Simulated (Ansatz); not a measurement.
Input:

Starting cell, RuB$_{2}$ (space group Pmmn):

```
CELL_PARAMETERS angstrom
      5.66097     0.00000     0.00000
      2.83048     4.59779     0.00000
      0.00000     0.00000     4.00003
ATOMIC_POSITIONS crystal
  B  0.59792 0.80416 0.36289
  B  0.09792 0.80416 0.36289
  B  0.90208 0.19584 0.36289
  B  0.40208 0.19584 0.36289
  B  0.90208 0.69584 0.63711
  B  0.40208 0.69584 0.63711
  B  0.09792 0.30416 0.63711
  B  0.59792 0.30416 0.63711
  Ru 0.00000 0.00000 0.84890
  Ru 0.50000 0.00000 0.84890
  Ru 0.00000 0.50000 0.15110
  Ru 0.50000 0.50000 0.15110
```

The atoms are displaced by Q × the pattern below (from a DFPT mode at S = (0.5, 0.5, 0.0), largest move 1; Q in Å), at fixed cell. It is one choice among 2 degenerate patterns. (q is in reciprocal vectors of the primitive cell; the cell shown is doubled to hold the pattern.)

| atom | x | y | z |
|---|---|---|---|
| B1 | -0.218 | -0.138 | -0.058 |
| B2 | 0.218 | 0.138 | 0.058 |
| B3 | -0.218 | -0.138 | 0.058 |
| B4 | 0.218 | 0.138 | -0.058 |
| B5 | 0.033 | 0.922 | 0.386 |
| B6 | -0.033 | -0.922 | -0.386 |
| B7 | -0.033 | -0.922 | 0.386 |
| B8 | 0.033 | 0.922 | -0.386 |
| Ru9 | 0.000 | 0.000 | -0.006 |
| Ru10 | 0.000 | 0.000 | 0.006 |
| Ru11 | 0.000 | 0.000 | -0.038 |
| Ru12 | 0.000 | 0.000 | 0.038 |

Level of theory: LDA (plane waves to 420 eV, PAW, scalar-relativistic; Ansatz, a first-principles code). k mesh 10×10×12 (Γ-centred), Fermi-Dirac smearing 0.05 eV. E stands for the smeared free energy. With partly filled bands, energies and forces of such displacements shift with the k mesh and the smearing. RuB2 is run without spin polarisation. RuB2 was relaxed with its symmetry unable to fall. ΔE is measured from the undisplaced structure.

The scan covers Q from -0.280 to 0.280 Å in 13 points.

Q: Which space group does the distorted structure have?

A: P2 (No. 3), lowered from Pmmn.

Q: Is this a single well or a double well?

A: A single well with its minimum at or next to zero displacement.

Q: What is the energy change at Q = 0.280 Å?

A: 4890 meV/cell.

Q: What harmonic wavenumber does the curvature at Q = 0 give?

A: 725 cm⁻¹.

(For displaced atoms, the force is minus the slope of the energy, and its curvature is a force constant, which sets phonon frequencies.)
